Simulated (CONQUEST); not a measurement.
Input and output of a self-consistent single point for Si (Fd-3m, 8 atoms in the cell; from Materials Project mp-149, lattice scaled a little) (CONQUEST).

Method: LDA (PW92), numerical atomic orbitals double-zeta with polarisation (the shipped basis), PseudoDojo norm-conserving potentials made for LDA (CONQUEST).

```
Si
1.0
    5.50794     0.00000     0.00000
    0.00000     5.50794     0.00000
    0.00000     0.00000     5.50794
Si
8
Direct
  0.25000   0.75000   0.25000
  0.00000   0.00000   0.50000
  0.25000   0.25000   0.75000
  0.00000   0.50000   0.00000
  0.75000   0.75000   0.75000
  0.50000   0.00000   0.00000
  0.75000   0.25000   0.25000
  0.50000   0.50000   0.50000
```

Reference input (self-consistent single point, DFT, LDA (PW92), numerical atomic orbitals double-zeta with polarisation (the shipped basis), PseudoDojo norm-conserving potentials made for LDA): basis = DZP; Diag.MPMeshX, Y, Z = 4 4 4; potentials = PseudoDojo norm-conserving LDA; Grid.GridCutoff = 88 Ha; DM.SolutionMethod = diagon; Diag.SmearingType = 1; Diag.kT = 0.001837 Ha; Diag.GammaCentred = true; Diag.MPOrder = 0; minE.SCTolerance = 1.0e-06; SC.MaxIters = 100; SC.LinearMixingFactor = 0.5. This run's input differs from it in these lines:

```diff
@@ -16,5 +16,5 @@
 Diag.MPMesh                    T
-Diag.MPMeshX                   4
-Diag.MPMeshY                   4
-Diag.MPMeshZ                   4
+Diag.MPMeshX                   5
+Diag.MPMeshY                   5
+Diag.MPMeshZ                   5
 Diag.GammaCentred              T
```

The program printed (abridged):

```
    new_SC_potl: Starting.  Tolerance:  0.10000E-05

    PulayMixSC: Starting Pulay mixing, A_up =  0.500 A_dn =  0.500
    PulayMixSC: Spin non-polarised calculation.
          Harris-Foulkes Energy            :       -34.088245698384668 Ha
          (TS=0 as O(N) or entropic contribution is negligible)
          DFT Total Energy                 :       -34.056849960189098 Ha
          Total number of electrons        :        32.000000000003801
    PulayMixSC: Pulay iteration     1 residual:              0.41717E-02
          Harris-Foulkes Energy            :       -34.067104100608645 Ha
   [... lines left out ...]
          (TS=0 as O(N) or entropic contribution is negligible)
          DFT Total Energy                 :       -34.063559669763926 Ha
          Total number of electrons        :        32.000070211214556
    PulayMixSC: Pulay iteration     5 residual:              0.28654E-05
          Harris-Foulkes Energy            :       -34.063559676107275 Ha
          (TS=0 as O(N) or entropic contribution is negligible)
          DFT Total Energy                 :       -34.063559676106721 Ha
          Total number of electrons        :        32.000070203856119
    PulayMixSC: Pulay iteration     6 residual:              0.13713E-07
    PulayMixSC: Reached SCF tolerance of  0.13713E-07 after      6 iterations
      | Number of electrons      =        32.000070
      |* band energy as 2Tr[K.H] =       -12.483697254680903 Ha
      |  screened ion-ion energy =       -21.615498263257791 Ha
      |  Ha correction           =        -0.480913032319498 Ha
      |  XC correction           =         0.516548356738831 Ha
      |* Harris-Foulkes energy   =       -34.063559676107275 Ha
      |* DFT total energy        =       -34.063559676106721 Ha
      |  estimated accuracy      =        -0.000000000000554 Ha

    force: Forces on atoms (Ha/a0)
    force:  Atom   X              Y              Z
    force:     1  -0.0000000000   0.0000000000  -0.0000000000
   [... zero for the other atoms too ...]

    force: Maximum force :        0.00000000(Ha/a0) on atom         1 in z direction
    force: Force Residual:        0.00000000 Ha/a0
    force: Total stress:          4.07558409     0.00000000     0.00000000 GPa
                             0.00000000     4.07558409     0.00000000
                             0.00000000     0.00000000     4.07558409
    force: Average pressure:     -4.07558409 GPa

    force: Finished force
    get_E_and_F: Change in energy during last step of electronic optimisation:  0.19538E-07
```

The run converged in 6 iterations. CONQUEST prints the stress tensor with tension positive. Against the reference run the free energy drops by 2.2 meV/atom and the pressure moves little (-4.07 to -4.08 GPa).

The program uses no crystal symmetry, so grid and mesh can part values that symmetry would make equal. The atom-centred basis is finite, which shifts total energies and pressures against plane waves. This run is one point of a test of settings, so its values need not be converged; read them against the reference run alone. The structure comes from a collection of computed structures, made at another level of theory; the collection holds predicted forms beside known ones. Its lattice was then scaled.

Cost on one core: about 70 core-seconds (a rough figure).
